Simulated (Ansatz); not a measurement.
Input:

SiC$_{3}$:
```xyz
4
Lattice="2.7834 0.0000 0.0000 0.0000 2.7834 0.0000 0.0000 0.0000 4.0971" Properties=species:S:1:pos:R:3 pbc="T T T"
C      0.0000     0.0000     0.0000
C      0.0000     1.3917     3.2342
Si     1.3917     1.3917     2.0485
C      1.3917     0.0000     0.8629
```

This is the PBEsol-relaxed structure. Tensor components refer to the Cartesian frame of this cell.

Q: All from plane-wave PAW PBEsol (Ansatz code), unless another level is named. Give the hole effective mass, band 2 of 2 at the edge.

A: 0.21 along x, 0.54 along z (mₑ).

Q: Give the formation energy from the elements (no fitted shifts).

A: 0.43 eV/atom.

Q: Give the HSE06 gap on the PBEsol cell.

A: 2.22 eV.

Q: Next, the smallest direct gap on the standard path?

A: 1.64 eV.

Q: What about the band gap?

A: 1.15 eV (indirect).

Q: Give the valence-band maximum.

A: at Γ.

Space group P-4m2. The start of the workflow was typed in or built on a structure type; neither database checked (COD, Materials Project) lists it. Its standing as an ambient phase is unchecked. The cell was relaxed with PBEsol under the symmetry of its start; its stability against distortions is not shown here. Its formation energy is positive at this level, so the cell may be metastable or incomplete. The references are the lowest solids computed at this level, not always the standard phases.

Potentials: the earlier of the program's two PAW sets. The files were generated under PBE; for other functionals the program regenerates the frozen cores, and for LDA and PBEsol the local potential too.
